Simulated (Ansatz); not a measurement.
Relaxation of a generated cell, Te2Mo built in the AFLOW prototype A2B_oF24_70_e_a (C54, as in TiSi2); 6 atoms in the cell, which starts as Fddd, origin choice 1 (No. 70), oF24; a = 6.280 Å, b = 10.816 Å, c = 11.187 Å, α = β = γ = 90.00°. Level of theory: PBEsol (plane waves to 420 eV, PAW, scalar-relativistic; Ansatz, a program for electronic structure). Γ-centred k-mesh 5×5×5 on the run's cell (coarser than for final values), Fermi–Dirac smearing 0.05 eV. This is the first round of the run. 

The optimiser's lines from the output (shortened; P is positive under compression):

```
relax step   1: F+E_penalty+E_count = -37391.95932371 eV  Δ(F+E_penalty+E_count) = +0.000e0 eV  max|allowed force component| = 4.572e-1 eV/Å  Δτ_max = 0.0000 Å  P = -16.324 GPa  Ω = 189.959 Å³  (8 SCF iters, dr2 threshold 1.00e-7 eV, accepted)
relax step   2: F+E_penalty+E_count = -37394.50803525 eV  Δ(F+E_penalty+E_count) = -2.549e0 eV  max|allowed force component| = 5.723e-1 eV/Å  Δτ_max = 0.0363 Å  P = -14.345 GPa  Ω = 164.760 Å³  (6 SCF iters, dr2 threshold 6.00e-7 eV, accepted)
relax step   3: F+E_penalty+E_count = -37396.17706443 eV  Δ(F+E_penalty+E_count) = -1.669e0 eV  max|allowed force component| = 5.972e-1 eV/Å  Δτ_max = 0.0532 Å  P = -9.571 GPa  Ω = 145.914 Å³  (6 SCF iters, dr2 threshold 6.00e-7 eV, accepted)
relax step   4: F+E_penalty+E_count = -37397.02740962 eV  Δ(F+E_penalty+E_count) = -8.503e-1 eV  max|allowed force component| = 4.108e-1 eV/Å  Δτ_max = 0.0638 Å  P = -3.105 GPa  Ω = 133.451 Å³  (6 SCF iters, dr2 threshold 6.00e-7 eV, accepted)
relax step   5: F+E_penalty+E_count = -37397.22739989 eV  Δ(F+E_penalty+E_count) = -2.000e-1 eV  max|allowed force component| = 1.435e-1 eV/Å  Δτ_max = 0.0691 Å  P = +3.196 GPa  Ω = 127.085 Å³  (6 SCF iters, dr2 threshold 6.00e-7 eV, accepted)
relax step   6: F+E_penalty+E_count = -37397.26572927 eV  Δ(F+E_penalty+E_count) = -3.833e-2 eV  max|allowed force component| = 1.568e-1 eV/Å  Δτ_max = 0.0339 Å  P = +1.322 GPa  Ω = 129.664 Å³  (6 SCF iters, dr2 threshold 6.00e-7 eV, accepted)
relax step   7: F+E_penalty+E_count = -37397.28817928 eV  Δ(F+E_penalty+E_count) = -2.245e-2 eV  max|allowed force component| = 1.325e-2 eV/Å  Δτ_max = 0.0036 Å  P = -0.145 GPa  Ω = 131.438 Å³  (6 SCF iters, dr2 threshold 6.00e-7 eV, accepted)
relax step   8: F+E_penalty+E_count = -37397.31481122 eV  Δ(F+E_penalty+E_count) = -2.663e-2 eV  max|allowed force component| = 5.127e-3 eV/Å  Δτ_max = 0.0282 Å  P = -0.925 GPa  Ω = 133.270 Å³  (6 SCF iters, dr2 threshold 6.00e-7 eV, accepted)
relax step   9: F+E_penalty+E_count = -37397.41861300 eV  Δ(F+E_penalty+E_count) = -1.038e-1 eV  max|allowed force component| = 6.832e-2 eV/Å  Δτ_max = 0.0445 Å  P = -1.078 GPa  Ω = 135.287 Å³  (6 SCF iters, dr2 threshold 6.00e-7 eV, accepted)
relax step  10: F+E_penalty+E_count = -37397.74974468 eV  Δ(F+E_penalty+E_count) = -3.311e-1 eV  max|allowed force component| = 3.281e-1 eV/Å  Δτ_max = 0.0401 Å  P = +0.239 GPa  Ω = 135.718 Å³  (6 SCF iters, dr2 threshold 6.00e-7 eV, accepted)
relax step  11: F+E_penalty+E_count = -37398.45523408 eV  Δ(F+E_penalty+E_count) = -7.055e-1 eV  max|allowed force component| = 3.761e-1 eV/Å  Δτ_max = 0.0122 Å  P = +0.479 GPa  Ω = 135.600 Å³  (6 SCF iters, dr2 threshold 6.00e-7 eV, accepted)
relax step  12: F+E_penalty+E_count = -37399.33204994 eV  Δ(F+E_penalty+E_count) = -8.768e-1 eV  max|allowed force component| = 3.806e-1 eV/Å  Δτ_max = 0.0096 Å  P = +0.653 GPa  Ω = 134.533 Å³  (6 SCF iters, dr2 threshold 6.00e-7 eV, accepted)
relax step  13: F+E_penalty+E_count = -37399.97117387 eV  Δ(F+E_penalty+E_count) = -6.391e-1 eV  max|allowed force component| = 2.102e-1 eV/Å  Δτ_max = 0.0270 Å  P = +0.363 GPa  Ω = 132.463 Å³  (6 SCF iters, dr2 threshold 6.00e-7 eV, accepted)
relax step  14: F+E_penalty+E_count = -37400.06167370 eV  Δ(F+E_penalty+E_count) = -9.050e-2 eV  max|allowed force component| = 4.303e-1 eV/Å  Δτ_max = 0.0797 Å  P = +3.042 GPa  Ω = 131.155 Å³  (6 SCF iters, dr2 threshold 6.00e-7 eV, accepted)
relax step  15: F+E_penalty+E_count = -37400.12189290 eV  Δ(F+E_penalty+E_count) = -6.022e-2 eV  max|allowed force component| = 4.325e-3 eV/Å  Δτ_max = 0.0371 Å  P = +0.112 GPa  Ω = 133.411 Å³  (6 SCF iters, dr2 threshold 6.00e-7 eV, accepted)
relax step  16: F+E_penalty+E_count = -37400.12249954 eV  Δ(F+E_penalty+E_count) = -6.066e-4 eV  max|allowed force component| = 3.106e-4 eV/Å  Δτ_max = 0.0050 Å  P = +0.123 GPa  Ω = 133.540 Å³  (6 SCF iters, dr2 threshold 3.31e-7 eV, accepted)
relax step  17: F+E_penalty+E_count = -37400.12255631 eV  Δ(F+E_penalty+E_count) = -5.676e-5 eV  max|allowed force component| = 2.209e-3 eV/Å  Δτ_max = 0.0024 Å  P = -0.036 GPa  Ω = 133.781 Å³  (6 SCF iters, dr2 threshold 7.46e-8 eV, accepted)
relax step  18: F+E_penalty+E_count = -37400.12256914 eV  Δ(F+E_penalty+E_count) = -1.283e-5 eV  max|allowed force component| = 2.700e-4 eV/Å  Δτ_max = 0.0003 Å  P = +0.007 GPa  Ω = 133.739 Å³  (6 SCF iters, dr2 threshold 4.22e-9 eV, accepted)
relax step  19: F+E_penalty+E_count = -37400.15645878 eV  Δ(F+E_penalty+E_count) = -3.389e-2 eV  max|allowed force component| = 1.650e-3 eV/Å  Δτ_max = 0.0000 Å  P = +0.485 GPa  Ω = 133.739 Å³  stress off target by 1.41e0 GPa  SCF on the basis re-selected at this cell (its energy is not comparable with the rows above)  (7 SCF iters)
relax step  20: F+E_penalty+E_count = -37400.16140073 eV  Δ(F+E_penalty+E_count) = -4.942e-3 eV  max|allowed force component| = 5.461e-3 eV/Å  Δτ_max = 0.0026 Å  P = +0.118 GPa  Ω = 134.142 Å³  (6 SCF iters, dr2 threshold 6.00e-7 eV, accepted)
relax step  21: F+E_penalty+E_count = -37400.16174420 eV  Δ(F+E_penalty+E_count) = -3.435e-4 eV  max|allowed force component| = 2.659e-4 eV/Å  Δτ_max = 0.0007 Å  P = +0.001 GPa  Ω = 134.267 Å³  (6 SCF iters, dr2 threshold 2.85e-7 eV, accepted)
relax step  22: F+E_penalty+E_count = -37400.16185778 eV  Δ(F+E_penalty+E_count) = -1.136e-4 eV  max|allowed force component| = 2.694e-4 eV/Å  Δτ_max = 0.0000 Å  P = +0.000 GPa  Ω = 134.267 Å³  stress off target by 1.47e-2 GPa  SCF on the basis re-selected at this cell (its energy is not comparable with the rows above)  (9 SCF iters)
```

From the first to the last row the energy changes by -1.37 eV/atom and the volume by -29.3 %. The last row is marked as not comparable with the walk above it, whose basis was carried along; it does compare with step 1, since both stand on a basis selected at the nominal cutoff for their own cell.

Energy and pressure jump between steps 18 and 19 at one geometry, where the plane-wave basis was selected anew. While the cell walks, the set of plane waves is carried along, so its effective cutoff drifts with the strain; re-selecting it at 420 eV moved the energy by -0.006 eV/atom and the pressure by 0.5 GPa. Only step 1 and rows on a re-selected basis compare with each other.

Later rounds, restarted from the end of this one on a renewed k-mesh, logged 5 more steps and released under 0.01 eV/atom more. The final structure after all rounds: I4₁/amd, origin choice 1 (No. 141), tI12; a = b = 5.442 Å, c = 9.040 Å, α = β = γ = 90.00°. Between re-selections the logged energies stand on a plane-wave basis carried along with the cell. No spin polarisation in the result. A magnetic state may lie lower.

The run could not lose the symmetry of its start: the end is stationary, and may be a saddle point rather than a minimum.

The relaxed structure here is a generated cell of Te2Mo: the first start was made by placing the elements on the sites of a structure type, and the end was not matched to a known phase here, so it may be hypothetical. Known forms of Te2Mo include space group No. 194.
